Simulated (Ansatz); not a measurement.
# W: clamped-ion strain scan

Computed with Ansatz, DFT r2SCAN, scalar-relativistic, plane waves, PAW. Cutoff 500 eV, Γ-centred 26×26×26 k-points, Gaussian smearing of 0.15 eV. Spin–orbit coupling is left out, which can shift energies with elements as heavy as these. No spin polarisation. Energies are free energies at this smearing, counted from the undisturbed cell; pressure is positive in compression.

The starting cell (relaxed at this level; with this scan's settings it stands at 0.1 GPa):

```
CELL_PARAMETERS angstrom
-1.58418 1.58418 1.58418
1.58418 -1.58418 1.58418
1.58418 1.58418 -1.58418
ATOMIC_POSITIONS crystal
W 0.00000 0.00000 0.00000
```

The cell is strained by ε times the Voigt pattern (0, 1, 0, 0, 0, 0) (xx, yy, zz, yz, xz, xy; engineering shear) with fractional coordinates fixed. The cell is metallic on the mesh throughout.

```
      ε  ΔE (meV/atom) stress summed along the pattern (GPa, tension positive) pressure (GPa)
-0.1000          342.2                                                   -75.60            44.0
-0.0500           76.6                                                   -32.62            18.8
 0.0000            0.0                                                    -0.12             0.1
 0.0250           15.9                                                    12.56            -7.3
 0.0750          129.3                                                    31.84           -19.1
 0.1000          217.1                                                    38.70           -23.8
```

Cost: 6 runs of about 5.6 core-minutes in all, on Intel Xeon Processor @ 2.50GHz (Skylake/Cascade Lake) (shared hosts).